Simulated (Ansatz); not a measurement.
The cell is an ordered 4-atom cell of Ba2TeS on the rocksalt lattice (R-3m); cell and atoms were relaxed with r2SCAN. It is trigonal, R-3m (No. 166); a = 4.751 Å, c = 23.468 Å in the conventional setting, 38.23 Å³ an atom. Around S lie 6 Ba at 3.27 Å; around Te lie 6 Ba at 3.47 Å; around Ba lie 3 S at 3.27 Å and 3 Te at 3.47 Å.

```
S Te Ba
1.0
     2.37562    1.37156    7.82254
    -2.37562    1.37156    7.82254
     0.00000   -2.74312    7.82254
S Te Ba
1 1 2
Direct
  0.00000 0.00000 0.00000
  0.50000 0.50000 0.50000
  0.25754 0.25754 0.25754
  0.74246 0.74246 0.74246
```

The questions ask for values computed with Ansatz 0.2.0 on this geometry. Non-magnetic throughout. Whether this structure exists isn't addressed.

Problem. What gap does r2SCAN give, and where are the band edges?

Solution. r2SCAN gives an indirect gap of 1.97 eV, from Γ to F; the least direct gap is 2.29 eV at F.

Problem. How does the gap change from r2SCAN to PBE (6×6×6)?

Solution. PBE gives an indirect gap of 1.64 eV, from Γ to F; the least direct gap is 1.96 eV at F. The gap differs by -0.32 eV from r2SCAN's.

Problem. How does the gap change from r2SCAN to PBE+SOC (6×6×6)?

Solution. With PBE+SOC the valence top lies at Γ and the conduction bottom at F, 1.42 eV higher; the smallest vertical gap, at F, is 1.83 eV. Spin-orbit coupling itself accounts for -0.225 eV. The gap differs by -0.55 eV from r2SCAN's.

Problem. What does HSE06 give for the gap (4×4×4 mesh)?

Solution. With HSE06 the valence top lies at Γ and the conduction bottom at F, 2.37 eV higher; the smallest vertical gap, at F, is 2.73 eV. The gap differs by +0.40 eV from r2SCAN's.

Problem. What does PBE0 give for the gap (4×4×4 mesh)?

Solution. PBE0 gives an indirect gap of 3.03 eV, from Γ to F; the least direct gap is 3.41 eV at F. The gap differs by +1.07 eV from r2SCAN's.

Problem. Roughly how does the cost of the PBE+SOC run (6×6×6) compare with r2SCAN's (6×6×6)?

Solution. About 4 times as much (90 core-seconds against 25 core-seconds, on 2 threads of Arm Neoverse V1, on a shared host).

Only the levels marked +SOC include spin-orbit coupling.
